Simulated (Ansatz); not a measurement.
In plane-wave PAW PBEsol (Ansatz code), Si2Ni in the fluorite or antifluorite type structure (Fm-3m) relaxes to a = 5.388 Å. Ni has 8 nearest neighbours from 2.33 Å (cubic). Its formation energy from the elements is -0.45 eV/atom, with no fitted shifts.

Electronic character: metallic (no gap).

The bulk modulus is 159 GPa. The relaxed-ion elastic constants in GPa are C11 = 199, C12 = 141, C44 = 80.0. The elastic constants imply a Debye temperature near 470 K. The highest mode at Γ lies at 40.7 meV.

The PBEsol relaxation kept the symmetry of its start. The run is not spin-polarised. As this level gives no gap, shear constants depend on the k-mesh and smearing (Fermi–Dirac, 0.1 eV here). The references are the lowest solids computed at this level, not always the standard phases.

Potentials: the earlier of the program's two PAW sets. The files were generated under PBE; for other functionals the program regenerates the frozen cores, and for LDA and PBEsol the local potential too.
